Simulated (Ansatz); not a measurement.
### Question
Each is relaxed and computed with r²SCAN (plane waves, PAW; program Ansatz). Which is the only metal?
(A) KLaPdO3, C2/m (Pearson symbol mS24)
(B) LaN, P6_3mc (La on 2b, N on 2b)
(C) La2MgNiO6, R-3 (La on 6c, Mg on 3b, Ni on 3a, O on 18f)
(D) LaNi2P2, I4/mmm (P on 4e, La on 2a, Ni on 4d)

### Answer
D, LaNi2P2, I4/mmm (P on 4e, La on 2a, Ni on 4d). LaNi2P2: metal; La2MgNiO6: gap 1.66 eV (indirect); KLaPdO3: gap 0.69 eV (indirect); LaN: gap 1.44 eV (indirect). Standing as an ambient phase not checked: LaNi2P2, I4/mmm (P on 4e, La on 2a, Ni on 4d); La2MgNiO6, R-3 (La on 6c, Mg on 3b, Ni on 3a, O on 18f); KLaPdO3, C2/m (Pearson symbol mS24); LaN, P6_3mc (La on 2b, N on 2b). Began spin-polarised and lost the moments: LaNi2P2, I4/mmm (P on 4e, La on 2a, Ni on 4d). Perhaps ordered models of mixed-site phases: La2MgNiO6, R-3 (La on 6c, Mg on 3b, Ni on 3a, O on 18f). All cells were relaxed under the symmetry of their starts (and spin orders); stability against distortions was not tested throughout. Rows with no word on spin ran without spin polarisation. Spin–orbit coupling is left out wherever it is not named.

Potentials: the later of the program's two PAW sets.
